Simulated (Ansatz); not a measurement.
BaTiB$_{2}$O$_{6}$:
```
CELL_PARAMETERS angstrom
      2.51929     1.45451     5.47231
     -2.51929     1.45451     5.47231
      0.00000    -2.90902     5.47231
ATOMIC_POSITIONS crystal
  Ba 0.00000 0.00000 0.00000
  Ti 0.50000 0.50000 0.50000
  B  0.23390 0.23390 0.23390
  B  0.76610 0.76610 0.76610
  O  0.34670 0.43646 0.92734
  O  0.65330 0.56354 0.07266
  O  0.92734 0.34670 0.43646
  O  0.07266 0.65330 0.56354
  O  0.43646 0.92734 0.34670
  O  0.56354 0.07266 0.65330
```

Relaxed with r²SCAN. Independent-particle spectrum: no excitons, no local fields, no scissors shift; 0.1 eV broadening; ε₁ of the summed bands alone.

Task: Tabulate the dielectric function from the program Ansatz at the r²SCAN level (PAW).

Result: 

| E (eV) | ε₁ xx | ε₂ xx | ε₁ zz | ε₂ zz |
|---|---|---|---|---|
| 0.0 | 3.94 | 0.00 | 3.34 | 0.00 |
| 0.4 | 3.96 | 0.00 | 3.35 | 0.00 |
| 0.8 | 3.99 | 0.00 | 3.38 | 0.00 |
| 1.2 | 4.06 | 0.00 | 3.42 | 0.00 |
| 1.6 | 4.16 | 0.00 | 3.48 | 0.00 |
| 2.0 | 4.31 | 0.00 | 3.58 | 0.00 |
| 2.4 | 4.54 | 0.00 | 3.72 | 0.00 |
| 2.8 | 4.92 | 0.00 | 3.95 | 0.00 |
| 3.2 | 5.72 | 0.07 | 4.38 | 0.03 |
| 3.6 | 7.80 | 2.24 | 5.12 | 0.41 |
| 4.0 | 4.08 | 3.44 | 5.91 | 2.30 |
| 4.4 | 5.05 | 3.31 | 4.23 | 3.08 |
| 4.8 | 2.72 | 3.77 | 2.39 | 3.17 |
| 5.2 | 1.84 | 2.59 | 1.78 | 1.91 |
| 5.6 | 2.44 | 1.48 | 1.94 | 1.40 |
| 6.0 | 3.21 | 1.24 | 1.85 | 0.52 |
| 6.4 | 3.91 | 3.42 | 2.80 | 0.47 |
| 6.8 | 2.68 | 2.14 | 3.26 | 0.68 |
| 7.2 | 3.87 | 2.51 | 4.08 | 1.44 |
| 7.6 | 1.94 | 2.87 | 2.90 | 1.86 |
| 8.0 | 2.48 | 2.48 | 3.54 | 1.66 |
| 8.4 | 2.17 | 2.53 | 3.58 | 1.84 |
| 8.8 | 2.30 | 2.26 | 2.99 | 2.38 |
| 9.2 | 3.06 | 3.10 | 3.47 | 2.16 |
| 9.6 | 2.30 | 3.31 | 3.35 | 2.47 |
| 10.0 | 1.23 | 3.62 | 3.09 | 3.65 |
| 10.4 | 1.18 | 3.03 | 3.34 | 3.78 |
| 10.8 | 0.49 | 3.00 | -0.23 | 5.11 |
| 11.2 | 0.47 | 2.19 | 0.24 | 2.90 |
| 11.6 | 0.58 | 2.29 | 0.43 | 2.62 |
| 12.0 | 0.31 | 1.81 | 0.30 | 2.31 |

Task: From ε at 4.9 eV (xx: 2.55 + 3.50i), find n, k, the normal reflectivity and the absorption coefficient.

Result: n = 1.85, k = 0.944, R = 18 %, α = 2kE/ħc = 470000 cm⁻¹.

With all bands, ε∞ without local fields is 4.18 (xx = yy), 3.61 (zz).

Space group R-3. The workflow started from a Materials Project entry (that database holds measured and hypothetical structures alike); the Crystallography Open Database files this formula in space group No. 148, but the cells were not matched. Whether it is the stable phase at ambient conditions was not checked. The r²SCAN relaxation kept the symmetry of its start; its stability against distortions is not shown here. The run is not spin-polarised. Spin–orbit coupling is left out wherever it is not named.

Potentials: the later of the program's two PAW sets.
